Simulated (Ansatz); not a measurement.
Sr2ZnBi2: energy from the work of forces and stress

```yaml
crystal:
  lattice:
    - [4.83666, 0.00000, 0.00000]
    - [-2.41833, 4.18867, 0.00000]
    - [0.00000, 0.00000, 8.83719]
  atoms:
    - { symbol: Sr, position: [0.33333, 0.66667, 0.71586] }
    - { symbol: Sr, position: [0.33333, 0.66667, 0.28414] }
    - { symbol: Zn, position: [0.00000, 0.00000, 0.00000] }
    - { symbol: Bi, position: [0.00000, 0.00000, 0.50000] }
    - { symbol: Bi, position: [0.66667, 0.33333, 0.00000] }
```

The calculation used DFT PBEsol, scalar-relativistic, plane waves, PAW (Ansatz).

Plane waves to 420 eV, a k mesh through Γ of 9×9×4 on the computed 5-atom cell and Gaussian smearing (0.10 eV); no spin polarisation.

At the start the stress (GPa, compression positive, xx yy zz yz xz xy) is -2.31 -2.31 -1.30 0.00 0.00 0.00 and the forces (eV/Å) are Sr1 (0.00, 0.00, 0.09); Sr2 (0.00, 0.00, -0.09); Zn3 (0.00, 0.00, 0.00); Bi4 (0.00, 0.00, 0.00); Bi5 (0.00, 0.00, 0.00). Each variant moves atoms by u and then strains the cell by ε, so an atom ends at (r + u)(1 + ε); shears are tensor components, each standing twice in ε. The starting volume is 179.03 Å³.

Variant 1: strain (xx yy zz yz xz xy, %) -2.47 -2.47 3.53 0.00 0.00 0.00, moves (Å) Sr1 (0.000, 0.000, -0.047); Sr2 (0.000, 0.000, 0.047). There the stress is -0.69 -0.69 -1.80 0.00 0.00 0.00 GPa and the forces (eV/Å) are Sr1 (0.00, 0.00, 0.10); Sr2 (0.00, 0.00, -0.10); Zn3 (0.00, 0.00, 0.00); Bi4 (0.00, 0.00, 0.00); Bi5 (0.00, 0.00, 0.00).

Variant 2: strain (xx yy zz yz xz xy, %) 7.57 7.57 -1.43 0.00 0.00 0.00, moves (Å) Sr1 (0.000, 0.000, -0.158); Sr2 (0.000, 0.000, 0.158). There the stress is -5.83 -5.83 -0.97 0.00 0.00 0.00 GPa and the forces (eV/Å) are Sr1 (0.00, 0.00, 0.78); Sr2 (0.00, 0.00, -0.78); Zn3 (0.00, 0.00, 0.00); Bi4 (0.00, 0.00, 0.00); Bi5 (0.00, 0.00, 0.00).

Variant 3: strain (xx yy zz yz xz xy, %) -0.79 -0.79 2.21 0.00 0.00 0.00, moves (Å) Sr1 (0.000, 0.000, -0.095); Sr2 (0.000, 0.000, 0.095). There the stress is -1.88 -1.88 -1.13 0.00 0.00 0.00 GPa and the forces (eV/Å) are Sr1 (0.00, 0.00, 0.32); Sr2 (0.00, 0.00, -0.32); Zn3 (0.00, 0.00, 0.00); Bi4 (0.00, 0.00, 0.00); Bi5 (0.00, 0.00, 0.00).

**Question.** Estimate each change of free energy from forces and stresses by the trapezoid rule along the path (r + tu)(1 + tε), t from 0 to 1, and compare with the computed change.

**Answer.** The derivative of the energy along the path is −F·u(1 + tε) for the atoms and −V σ(1 + tε)⁻¹ : ε for the cell, with F, σ and V taken at t (σ positive in compression; 1 eV/Å³ = 160.2 GPa). Averaging t = 0 and t = 1 gives, in meV per atom:
```
variant work on atoms work on cell sum computed
      1            1.8          -4.8   -3.0      -3.3
      2           27.1         139.7  166.8     173.6
      3            7.9          -1.5    6.4       6.4
```

The rule is exact for a quadratic energy surface and overshoots a term ct³ by c/2, so the difference between the last two columns measures the net anharmonic part along the path (terms of opposite sign can cancel, and the finite basis adds a little): 1 to 10 % here.

Spin–orbit coupling is left out, which can shift energies with elements as heavy as these.